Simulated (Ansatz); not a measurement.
## GdO in the CsCl-type structure

Level of theory: DFT, PBE+U (U_eff = 6 eV on Gd 4f), scalar-relativistic, collinear spin; plane waves to 420 eV with PAW datasets (Ansatz 0.2.0), Γ-centred 10×10×10 mesh, 0.05 eV Gaussian smearing. The datasets are Ansatz's generated set soft_2.

```
CELL_PARAMETERS angstrom
3.03252 0.00000 0.00000
0.00000 3.03252 0.00000
0.00000 0.00000 3.03252
ATOMIC_POSITIONS crystal
Gd 0.00000 0.00000 0.00000
O 0.50000 0.50000 0.50000
```

The start was a prototype's sites filled with these elements. The Crystallography Open Database lists the compound in space group F-43m, so this is a trial structure.

The geometry is fixed. Moments are started on Gd in several ways. q is the propagation vector of an order in a doubled cell, in units of this cell's reciprocal vectors; doubled cells take an equivalent mesh or are counted from a ferromagnetic run in the same cell, unless said otherwise. Energies count from the first row, the state in which the cell was relaxed.

Q: Rank the starts by the energy at which they end, lowest first (meV/atom from the last run of the relaxation).
A. antiparallel, q = (1/2, 1/2, 1/2)
B. antiparallel, q = (0, 0, 1/2)
C. antiparallel, q = (0, 1/2, 1/2)
D. ferromagnetic
E. no spin polarisation

A: D (0.0), B (26.5), C (44.2), A (58.4), E (3986.5).

| start | largest typed moment (μB) | ΔE (meV/atom) | gap on the mesh (eV) | P (GPa) | final spin moments (μB) |
| --- | --- | --- | --- | --- | --- |
| ferromagnetic | 7.89* | 0.0 | metal | 0.0 | Gd 7.18 |
| no spin polarisation | 0.00 | 3986.5 | 0.07 | 8.7 | none |
| antiparallel, q = (0, 0, 1/2) | 7.00* | 26.5 | metal | -0.3 | Gd 7.14, -7.14 |
| antiparallel, q = (0, 1/2, 1/2) | 7.00* | 44.2 | metal | -0.6 | Gd 7.07, -7.07 |
| antiparallel, q = (1/2, 1/2, 1/2) | 7.00* | 58.4 | metal | -1.0 | Gd 7.00, -7.00 |

A star marks runs that didn't start from the typed moments alone: they went on from the state of an earlier run.

The program noted a lower state or an instability beside: antiparallel, q = (0, 1/2, 1/2); antiparallel, q = (1/2, 1/2, 1/2). The lower rows of the table may be what it saw.

The row without spin polarisation prices the pairing of the open shell's electrons, in one of several fillings that the shell can take under U, not a magnetic ordering energy.

Only orders that fit these small cells were tried, so the real crystal's order may be another.

Spin–orbit coupling, which matters for such heavy elements, is left out. Site moments are of spin, integrated over atomic spheres.
